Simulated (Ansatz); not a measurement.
Bulk crystal (Co) after relaxation:

```
Co
1.0
     2.45642    0.00000    0.00000
    -1.22821    2.12732    0.00000
     0.00000    0.00000    3.96947
Co
2
Direct
  0.66667 0.33333 0.25001
  0.33333 0.66667 0.74999
```

Miller indices refer to the conventional cell of P6_3/mmc (No. 194), a = 2.456 Å, b = 2.456 Å, c = 3.969 Å, α = 90.00°, β = 90.00°, γ = 120.00°.

The (001) slab of 5 planes, 7.9 Å thick with 15 Å of vacuum as cut; outer planes Co (top) and Co (bottom).

All numbers below come from DFT PBEsol, scalar-relativistic, plane waves, PAW (Ansatz 0.2.0). Settings: cutoff 420 eV, Γ-centred mesh 15×15×1 on the computed 5-atom cell, Gaussian smearing of 0.10 eV; collinear spin from starting moments 1.8 1.8 1.8 1.8 1.8 μB. The cell repeats along c with a dipole correction in the vacuum.

Results for the relaxed slab:

| Quantity | Value |
| --- | --- |
| Surface energy (mean of both faces) | 2.56 J/m² |
| Work function | 5.13 eV |
| Sequence of site moments over 0.05 μB in size, bottom to top | Co 1.77, Co 1.70, Co 1.66, Co 1.70, Co 1.77 μB |

Relaxation lowers the energy by 0.029 J/m² a face; the largest move is 0.032 Å.

```csv
plane (bottom to top),atoms,"spacing to next, bulk (Å)",relaxed (Å),change (%)
1,Co,1.985,1.933,-2.6
2,Co,1.985,2.004,+1.0
3,Co,1.985,2.004,+1.0
4,Co,1.985,1.933,-2.6
5,Co,,,
```